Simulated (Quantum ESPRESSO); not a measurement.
# Ga4O4NF: finding a planted mistake in a log

Computed values, not a measurement. The program is pw.x of Quantum ESPRESSO 7.5 (plane-wave density functional theory). The cell is made up: 10 atoms on a corundum lattice, with randomly drawn elements, strain and displacements, not relaxed. PseudoDojo standard norm-conserving files (v0.5 for PBE, v0.4.1 for LDA and PBEsol) set the functional; there is no spin polarisation, spin-orbit coupling or dispersion term, and the masses in the input are unused placeholders.

Intended input:

```
&control calculation='scf', pseudo_dir='./dojo.nc.sr.pbe.v0_5.standard.upf', outdir='./o', disk_io='medium', tprnfor=.true., tstress=.true. /
&system ibrav=0, nat=10, ntyp=4, nbnd=50, ecutwfc=84.00895049, nosym=.true., tot_charge=0,
 occupations='smearing', smearing='fd', degauss=0.0018374661
/
&electrons conv_thr=7.350e-09, electron_maxstep=60, /
ATOMIC_SPECIES
F 1.0 F.upf
Ga 1.0 Ga.upf
N 1.0 N.upf
O 1.0 O.upf
CELL_PARAMETERS angstrom
2.6025 1.5026 4.6736
-2.6025 1.5026 4.6736
0.0 -3.0051 4.6736
ATOMIC_POSITIONS angstrom
Ga -0.0347 0.1506 4.9513
Ga -0.078 -0.0312 2.1307
Ga 0.0766 0.0489 9.1053
Ga 0.0371 0.0237 11.9989
O -0.9926 1.4141 8.1237
N -0.7942 -1.6397 8.0818
F 1.8918 0.0265 8.2984
O 0.9984 -1.5295 5.7691
O 0.8728 1.6184 5.7776
O -1.7935 -0.1328 5.8451
K_POINTS automatic
5 5 5 1 1 1
```

The log is shortened where brackets say so; the opening notice, blank lines, dates and the lines on written files are dropped, and the path of the files is cut. It prints rydbergs, bohrs and kilobars, and counts compression as positive stress. Where no state is partly filled, the Fermi energy that it prints is only some level between the filled and the empty states on the mesh, and need not lie in the true gap.

Log of the intended run:

```
     Program PWSCF v.7.5
     Parallel version (MPI & OpenMP), running on       1 processor cores
     Number of MPI processes:                 1
     Threads/MPI process:                     1
     [start-up lines left out]
     bravais-lattice index     =            0
     lattice parameter (alat)  =      10.5000  a.u.
     unit-cell volume          =     739.9866 (a.u.)^3
     number of atoms/cell      =           10
     number of atomic types    =            4
     number of electrons       =        88.00
     number of Kohn-Sham states=           50
     kinetic-energy cutoff     =      84.0090  Ry
     charge density cutoff     =     336.0358  Ry
     scf convergence threshold =      7.3E-09
     mixing beta               =       0.7000
     number of iterations used =            8  plain     mixing
     Exchange-correlation= PBE
                           (   1   4   3   4   0   0   0)
     [axes and pseudopotential details left out]
   Cartesian axes
     site n.     atom                  positions (alat units)
         1        Ga     tau(   1) = (  -0.0062451   0.0271040   0.8911019  )
         2        Ga     tau(   2) = (  -0.0140379  -0.0056152   0.3834691  )
         3        Ga     tau(   3) = (   0.0137860   0.0088007   1.6387110  )
         4        Ga     tau(   4) = (   0.0066770   0.0042654   2.1594818  )
         5        O      tau(   5) = (  -0.1786415   0.2545003   1.4620492  )
         6        N      tau(   6) = (  -0.1429348  -0.2951022   1.4545084  )
         7        F      tau(   7) = (   0.3404735   0.0047693   1.4934906  )
         8        O      tau(   8) = (   0.1796854  -0.2752692   1.0382841  )
         9        O      tau(   9) = (   0.1570807   0.2912688   1.0398138  )
        10        O      tau(  10) = (  -0.3227821  -0.0239005   1.0519620  )
     number of k points=    63  Fermi-Dirac smearing, width (Ry)=  0.0018
                       cart. coord. in units 2pi/alat
        k(    1) = (   0.0000000   0.0000000   0.1188886), wk =   0.0320000
        k(    2) = (   0.0000000  -0.2465283   0.1981495), wk =   0.0320000
     [further k points left out]
     Dense  grid:    76887 G-vectors     FFT dimensions: (  64,  64,  64)
     Estimated max dynamical RAM per process >     121.46 MB
     Initial potential from superposition of free atoms
     starting charge      87.9893, renormalised to      88.0000
     Starting wfcs are   60 randomized atomic wfcs
     total cpu time spent up to now is       31.0 secs
     per-process dynamical memory:    71.9 Mb
     Self-consistent Calculation
     iteration #  1     ecut=    84.01 Ry     beta= 0.70
     Davidson diagonalization with overlap
     ethr =  1.00E-02,  avg # of iterations =  2.4
     total cpu time spent up to now is      101.4 secs
     total energy              =    -813.16234373 Ry
     estimated scf accuracy    <       2.38329543 Ry
     iteration #  2     ecut=    84.01 Ry     beta= 0.70
     Davidson diagonalization with overlap
     ethr =  2.71E-03,  avg # of iterations =  3.0
     total cpu time spent up to now is      181.1 secs
     total energy              =    -813.64243766 Ry
     estimated scf accuracy    <       3.58471726 Ry
     [iterations 3 to 12 left out]
     iteration # 13     ecut=    84.01 Ry     beta= 0.70
     Davidson diagonalization with overlap
     ethr =  3.23E-11,  avg # of iterations =  2.0
     total cpu time spent up to now is      980.0 secs
     total energy              =    -814.33337314 Ry
     estimated scf accuracy    <       0.00000001 Ry
     iteration # 14     ecut=    84.01 Ry     beta= 0.70
     Davidson diagonalization with overlap
     ethr =  1.15E-11,  avg # of iterations =  2.0
     total cpu time spent up to now is     1057.2 secs
     End of self-consistent calculation
     [lines on levels left out]
     the Fermi energy is     9.7980 ev
!    total energy              =    -814.33337314 Ry
     estimated scf accuracy    <          2.1E-09 Ry
     smearing contrib. (-TS)   =      -0.00000000 Ry
     internal energy E=F+TS    =    -814.33337314 Ry
     The total energy is F=E-TS. E is the sum of the following terms:
     one-electron contribution =    -258.61620709 Ry
     hartree contribution      =     208.52096410 Ry
     xc contribution           =    -218.42216228 Ry
     ewald contribution        =    -545.81596787 Ry
     convergence has been achieved in  14 iterations
     Forces acting on atoms (cartesian axes, Ry/au):
     atom    1 type  2   force =     0.02863358    0.01973182    0.02982990
     atom    2 type  2   force =     0.06343671    0.09354851   -0.06440296
     atom    3 type  2   force =    -0.12686874   -0.03043906    0.01243607
     atom    4 type  2   force =     0.02146430   -0.09455742   -0.03553663
     atom    5 type  4   force =     0.00528114    0.02341067   -0.00117888
     atom    6 type  3   force =     0.04021759   -0.03310249    0.04837335
     atom    7 type  1   force =    -0.01743889    0.00135878   -0.01408879
     atom    8 type  4   force =     0.02602701    0.02814969    0.01689908
     atom    9 type  4   force =    -0.01103913   -0.00122221    0.00574245
     atom   10 type  4   force =    -0.02971357   -0.00687829    0.00192640
     Total force =     0.236314     Total SCF correction =     0.000041
     Computing stress (Cartesian axis) and pressure
          total   stress  (Ry/bohr**3)                   (kbar)     P=      -71.84
  -0.00060214   0.00016054  -0.00031464          -88.58       23.62      -46.28
   0.00016054  -0.00054239   0.00019217           23.62      -79.79       28.27
  -0.00031464   0.00019217  -0.00032055          -46.28       28.27      -47.15
     init_run     :     29.33s CPU     30.88s WALL (       1 calls)
     electrons    :    989.99s CPU   1026.19s WALL (       1 calls)
     forces       :      9.11s CPU      9.18s WALL (       1 calls)
     stress       :     32.56s CPU     32.66s WALL (       1 calls)
     [timing details left out]
     PWSCF        :  17m41.36s CPU  18m20.79s WALL
     JOB DONE.
```

A second run was made from an input with one planted mistake. Its log:

```
     Program PWSCF v.7.5
     Parallel version (MPI & OpenMP), running on       4 processor cores
     Number of MPI processes:                 4
     Threads/MPI process:                     1
     [start-up lines left out]
     bravais-lattice index     =            0
     lattice parameter (alat)  =      10.5000  a.u.
     unit-cell volume          =     739.9866 (a.u.)^3
     number of atoms/cell      =           10
     number of atomic types    =            4
     number of electrons       =        88.00
     number of Kohn-Sham states=           68
     kinetic-energy cutoff     =      84.0090  Ry
     charge density cutoff     =     336.0358  Ry
     scf convergence threshold =      7.3E-09
     mixing beta               =       0.7000
     number of iterations used =            8  plain     mixing
     Exchange-correlation= PBE
                           (   1   4   3   4   0   0   0)
     [axes and pseudopotential details left out]
   Cartesian axes
     site n.     atom                  positions (alat units)
         1        Ga     tau(   1) = (  -0.0062451   0.0271040   0.8911019  )
         2        Ga     tau(   2) = (  -0.0140379  -0.0056152   0.3834691  )
         3        Ga     tau(   3) = (   0.0137860   0.0088007   1.6387110  )
         4        Ga     tau(   4) = (   0.0066770   0.0042654   2.1594818  )
         5        O      tau(   5) = (  -0.1786415   0.2545003   1.4620492  )
         6        N      tau(   6) = (  -0.1429348  -0.2951022   1.4545084  )
         7        F      tau(   7) = (   0.3404735   0.0047693   1.4934906  )
         8        O      tau(   8) = (   0.1796854  -0.2752692   1.0382841  )
         9        O      tau(   9) = (   0.1570807   0.2912688   1.0398138  )
        10        O      tau(  10) = (  -0.3227821  -0.0239005   1.0519620  )
     number of k points=    63  Fermi-Dirac smearing, width (Ry)=  0.0228
                       cart. coord. in units 2pi/alat
        k(    1) = (   0.0000000   0.0000000   0.1188886), wk =   0.0320000
        k(    2) = (   0.0000000  -0.2465283   0.1981495), wk =   0.0320000
     [further k points left out]
     Dense  grid:    76887 G-vectors     FFT dimensions: (  64,  64,  64)
     Estimated max dynamical RAM per process >     294.84 MB
     Estimated total dynamical RAM >       1.10 GB
     Initial potential from superposition of free atoms
     starting charge      87.9893, renormalised to      88.0000
     Starting wfcs are   60 randomized atomic wfcs +    8 random wfcs
     total cpu time spent up to now is        6.0 secs
     per-process dynamical memory:   237.6 Mb
     Self-consistent Calculation
     iteration #  1     ecut=    84.01 Ry     beta= 0.70
     Davidson diagonalization with overlap
     ethr =  1.00E-02,  avg # of iterations =  5.8
     total cpu time spent up to now is       24.7 secs
     total energy              =    -813.23334806 Ry
     estimated scf accuracy    <       2.30270960 Ry
     iteration #  2     ecut=    84.01 Ry     beta= 0.70
     Davidson diagonalization with overlap
     ethr =  2.62E-03,  avg # of iterations =  2.0
     total cpu time spent up to now is       40.6 secs
     total energy              =    -813.59811085 Ry
     estimated scf accuracy    <       3.62663755 Ry
     [iterations 3 to 11 left out]
     iteration # 12     ecut=    84.01 Ry     beta= 0.70
     Davidson diagonalization with overlap
     ethr =  3.48E-11,  avg # of iterations =  2.0
     total cpu time spent up to now is      180.5 secs
     total energy              =    -814.33542515 Ry
     estimated scf accuracy    <       0.00000002 Ry
     iteration # 13     ecut=    84.01 Ry     beta= 0.70
     Davidson diagonalization with overlap
     ethr =  2.76E-11,  avg # of iterations =  2.0
     total cpu time spent up to now is      193.9 secs
     End of self-consistent calculation
     [lines on levels left out]
     the Fermi energy is    10.3901 ev
!    total energy              =    -814.33542515 Ry
     estimated scf accuracy    <          4.5E-09 Ry
     smearing contrib. (-TS)   =      -0.00706084 Ry
     internal energy E=F+TS    =    -814.32836431 Ry
     The total energy is F=E-TS. E is the sum of the following terms:
     one-electron contribution =    -258.62220970 Ry
     hartree contribution      =     208.52971281 Ry
     xc contribution           =    -218.41989956 Ry
     ewald contribution        =    -545.81596787 Ry
     convergence has been achieved in  13 iterations
     Forces acting on atoms (cartesian axes, Ry/au):
     atom    1 type  2   force =     0.02915990    0.01867338    0.03053133
     atom    2 type  2   force =     0.06362298    0.09170382   -0.06496332
     atom    3 type  2   force =    -0.12571425   -0.02965742    0.01269179
     atom    4 type  2   force =     0.02037586   -0.09400689   -0.03599868
     atom    5 type  4   force =     0.00515761    0.02351852   -0.00107773
     atom    6 type  3   force =     0.03954262   -0.03169877    0.04837419
     atom    7 type  1   force =    -0.01716004    0.00151221   -0.01390182
     atom    8 type  4   force =     0.02510527    0.02761756    0.01730022
     atom    9 type  4   force =    -0.01122290   -0.00109211    0.00576077
     atom   10 type  4   force =    -0.02886705   -0.00657030    0.00128325
     Total force =     0.234333     Total SCF correction =     0.000211
     Computing stress (Cartesian axis) and pressure
          total   stress  (Ry/bohr**3)                   (kbar)     P=      -68.26
  -0.00057746   0.00015324  -0.00030699          -84.95       22.54      -45.16
   0.00015324  -0.00051311   0.00019376           22.54      -75.48       28.50
  -0.00030699   0.00019376  -0.00030152          -45.16       28.50      -44.36
     init_run     :      5.78s CPU      5.99s WALL (       1 calls)
     electrons    :    186.72s CPU    187.85s WALL (       1 calls)
     forces       :      1.50s CPU      1.51s WALL (       1 calls)
     stress       :      5.04s CPU      5.05s WALL (       1 calls)
     [timing details left out]
     PWSCF        :   3m19.15s CPU   3m20.54s WALL
     JOB DONE.
```

Question: what was wrong in the second input?

Answer: the smearing is too wide. The input lines that differ, file-writing options aside:

```
- &system ibrav=0, nat=10, ntyp=4, nbnd=50, ecutwfc=84.00895049, nosym=.true., tot_charge=0,
+ &system ibrav=0, nat=10, ntyp=4, nbnd=68, ecutwfc=84.00895049, nosym=.true., tot_charge=0,
-  occupations='smearing', smearing='fd', degauss=0.0018374661
+  occupations='smearing', smearing='fd', degauss=0.0227845797
```

|  | intended run | run with the mistake |
| --- | --- | --- |
| free energy (eV) | -11079.570 | -11079.598 |
| smearing term -TS (eV) | 0.0000 | -0.0961 |
| pressure (GPa) | -7.18 | -6.83 |
| largest force component (eV/Å) | 3.262 | 3.232 |
| largest change of a force component (eV/Å) |  | 0.047 |
| iterations | 14 | 13 |

For scale, a rerun of the intended cell at 1437 eV and a 7 x 7 x 7 mesh moved values by no more than 0.003 eV in energy, 0.02 GPa in stress and 0.002 eV/Å in force. The number of bands, nbnd, was set by rule from the electron count and the smearing, so it follows the mistake.